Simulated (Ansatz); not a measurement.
A geometry of Bi away from equilibrium: step 2 of the relaxation of a relaxed Bi cell, doubled along one cell vector, shaken by Gaussian noise of σ = 0.08 Å a coordinate. The numbers are results of r2SCAN (plane waves to 500 eV, PAW, scalar-relativistic; Ansatz, a quantum-chemistry and plane-wave program), not measurements. Γ-centred k-mesh 9×9×5 on the run's cell (coarser than for final values), Fermi–Dirac smearing 0.05 eV.

```yaml
crystal:
  lattice:
    - [2.27590, 1.28947, 4.15240]
    - [-2.28784, 1.28677, 4.15981]
    - [-0.01662, -5.28595, 8.35450]
  atoms:
    - { symbol: Bi, position: [0.23345, 0.22756, 0.11325] }
    - { symbol: Bi, position: [0.24876, 0.23029, 0.61573] }
    - { symbol: Bi, position: [0.77125, 0.75114, 0.38616] }
    - { symbol: Bi, position: [0.77245, 0.76866, 0.88576] }
```

Which atoms carry the largest force, and which way does it point?

0.47 eV/Å, on Bi2 (atoms numbered as listed); on Bi2 its components are (0.01, 0.08, -0.47).

What is the pressure?

-0.9 GPa, compression positive.

How much energy per atom can still be gained by relaxing?

0.01 eV/atom; the path ends in R-3m (No. 166) (AFLOW prototype A_hR2_166_c (A7, as in As)).

No spin polarisation in the result.
